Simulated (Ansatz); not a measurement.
Mn₃ZnN (anti-perovskite, Pm-3m) under volume change, r²SCAN (plane waves, PAW; program Ansatz), scaled uniformly.

| V (Å³/atom) | E − E(relaxed) (meV/atom) | P (GPa) |
|---|---|---|
| 11.229 | [?] | [?] |
| 11.600 | 23.1 | 10.58 |
| 11.970 | 5.4 | 4.71 |
| 12.340 | 0.0 | 0.00 |
| 12.710 | 5.1 | -4.09 |
| 13.080 | 17.6 | -6.84 |
| 13.451 | [?] | [?] |

Problem. Complete the blanks.

Solution. 
- 13.451, E − E(relaxed) (meV/atom): 36.4
- 13.451, P (GPa): -9.20
- 11.229, E − E(relaxed) (meV/atom): 54.0
- 11.229, P (GPa): 16.58

Problem. What does a third-order Birch–Murnaghan fit give for V₀, B₀ and B′?

Solution. V₀ = 12.35 Å³/atom, B₀ = 138 GPa, B′ = 5.4.

The workflow started from an entry of the Crystallography Open Database (COD). Its standing as an ambient phase is unchecked. Symmetry was held in the r²SCAN relaxation; its stability against distortions is not shown here. Magnetic state: ferromagnetic, the only order run, not a proven ground state. Other orbital occupations within this spin state were not tried. No Hubbard U is applied.

Potentials: the later of the program's two PAW sets.
